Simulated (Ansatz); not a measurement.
### Question
Bulk modulus by a P(V) fit from LDA minus that from PBEsol (% of the latter), each on its own relaxed cell (Ansatz, a quantum-chemistry and plane-wave program, plane waves, PAW; no spin–orbit coupling, no Hubbard U), over 26 phases of the class «phosphides, arsenides and antimonides»: what sign and size do you expect?

### Answer
Mean 6 %, median 6 %, mean absolute 6 %; eight in ten lie between 4 and 8 %, and 100 % are above zero.

Some cases that may be named, with their rank among the 26 from the lowest: P2W, Cmc2_1 (P on 4a, P on 4a, W on 4a) 4 % (rank 1); MoP2, Cmc2_1 (Mo on 4a, P on 4a, P on 4a) 4 % (rank 4); InGaP2, R3m (In on 3a, Ga on 3a, P on 3a, P on 3a) 6 % (rank 13); LaSb, rock salt 6 % (rank 14); In2SbAs, R3m (In on 3a, In on 3a, Sb on 3a, As on 3a) 8 % (rank 24); CaZn2Sb2, P-3m1 (Ca on 1a, Zn on 2d, Sb on 2d) 10 % (rank 25).

The phases are those computed here (of each formula those with measured values and the lowest at some level), not a balanced benchmark, and neither functional is the truth. Pairs that end in unlike spin orders or unlike minima (c/a over 6 % apart, 30 % for weakly bound crystals), magnets with 4f shells, solids of gases and phases set aside for tests are left out.

Standing as an ambient phase not checked: P2W, Cmc2_1 (P on 4a, P on 4a, W on 4a); MoP2, Cmc2_1 (Mo on 4a, P on 4a, P on 4a); InGaP2, R3m (In on 3a, Ga on 3a, P on 3a, P on 3a); LaSb, rock salt; In2SbAs, R3m (In on 3a, In on 3a, Sb on 3a, As on 3a); CaZn2Sb2, P-3m1 (Ca on 1a, Zn on 2d, Sb on 2d). Perhaps ordered models of mixed-site phases: InGaP2, R3m (In on 3a, Ga on 3a, P on 3a, P on 3a). All cells were relaxed under the symmetry of their starts (and spin orders); stability against distortions was not tested throughout. Named crystals with no word on spin ran without spin polarisation. Scalar-relativistic: spin–orbit coupling is off unless named, which matters more the heavier the elements.

Potentials: the later of the program's two PAW sets.

Ansatz is a plane-wave DFT program.
